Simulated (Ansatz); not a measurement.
SnO (litharge type, space group P4/nmm)

```yaml
crystal:
  lattice:
    - [3.79274, 0.00000, 0.00000]
    - [0.00000, 3.79274, 0.00000]
    - [0.00000, 0.00000, 4.76440]
  atoms:
    - { symbol: Sn, position: [0.50000, 0.00000, 0.24062] }
    - { symbol: Sn, position: [0.00000, 0.50000, 0.75938] }
    - { symbol: O, position: [0.00000, 0.00000, 0.00000] }
    - { symbol: O, position: [0.50000, 0.50000, 0.00000] }
```

The volume is varied about the relaxed value V₀ at fixed cell shape. The atoms relax within the cell's symmetry.

Calculation: r2SCAN+rVV10 (plane waves to 500 eV, PAW, scalar-relativistic; Ansatz, a quantum-chemistry and plane-wave program). k mesh 9×9×7 (Γ-centred), Fermi-Dirac smearing 0.05 eV. E stands for the smeared free energy. Stress and pressure are positive under compression. With the shape held, the modulus is that of even scaling; a crystal free to change shape is softer. At this level the bands of SnO touch or barely overlap; measurements give the solid a gap. SnO was relaxed with its symmetry unable to fall. The PAW data are Ansatz's earlier set. The zero of ΔE is the relaxed starting cell. The last digit holds for this mesh only.

```json
[
 {"V (Å³/atom)": "14.392", "ΔE (meV/atom)": "95.0"},
 {"V (Å³/atom)": "14.941", "ΔE (meV/atom)": "56.2"},
 {"V (Å³/atom)": "15.489", "ΔE (meV/atom)": "29.7"},
 {"V (Å³/atom)": "16.037", "ΔE (meV/atom)": "withheld"},
 {"V (Å³/atom)": "16.586", "ΔE (meV/atom)": "3.0"},
 {"V (Å³/atom)": "17.134", "ΔE (meV/atom)": "0.0"},
 {"V (Å³/atom)": "17.682", "ΔE (meV/atom)": "2.9"},
 {"V (Å³/atom)": "18.230", "ΔE (meV/atom)": "11.1"},
 {"V (Å³/atom)": "18.779", "ΔE (meV/atom)": "23.8"},
 {"V (Å³/atom)": "19.327", "ΔE (meV/atom)": "40.2"},
 {"V (Å³/atom)": "19.875", "ΔE (meV/atom)": "59.8"}
]
```

Fit a third-order Birch-Murnaghan form (E₀, V₀, B₀, B₀′ free) to the given rows and predict ΔE at V = 16.037.

Least squares on the 10 given rows: ΔE = E₀ + (9V₀B₀/16)·y²·[2 + (B₀′ − 4)y], y = (V₀/V)^(2/3) − 1, with V₀ = 17.097 Å³/atom, B₀ = 54.09 GPa (160.2 GPa = 1 eV/Å³; the term in eV is multiplied by 1000), B₀′ = 3.79, E₀ = -0.14 meV/atom; root-mean-square residual 0.24 meV/atom. At 16.037 the fit gives 12.1 meV/atom; the calculation gives 12.8 meV/atom, so the interpolation is off by -0.7 (-5.5 %). For the pressure the fit gives 3.9 GPa against the computed 3.8 GPa.

(Under strain, the slope of the energy per volume gives the stress and its curvature an elastic modulus.)
